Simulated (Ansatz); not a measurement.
**Be, first-principles data**

Be (hcp (Mg type), P6_3/mmc), a = 2.214 Å, b = 2.214 Å, c = 3.499 Å, α = 90.00°, β = 90.00°, γ = 120.00°.

Space group P6_3/mmc (No. 194), hcp (Mg type); conventional cell a = 2.214 Å, b = 2.214 Å, c = 3.499 Å, α = 90.00°, β = 90.00°, γ = 120.00°.

Method: DFT-PBE+D3(BJ) in the program Ansatz with PAW potentials. The cell and atoms are relaxed at this level. Other levels are named where they apply.

**Cell and energy**

```yaml
volume_per_atom: 7.43 Å³
density: 2.01 g/cm³
```

**Electronic structure**

```yaml
electronic_character: metallic (no gap)
Density of states at the Fermi level: 0.05 states/eV per atom (mean over ±0.08 eV)
```

Its a lies over 2 % below tabulated measurements.

Symmetry was held in the PBE+D3(BJ) relaxation. The pairwise dispersion correction was not fitted to metals. Axis ratios of metals converge slowly with the k-mesh, so a and c are less sure than the volume.

Potentials: the earlier of the program's two PAW sets.
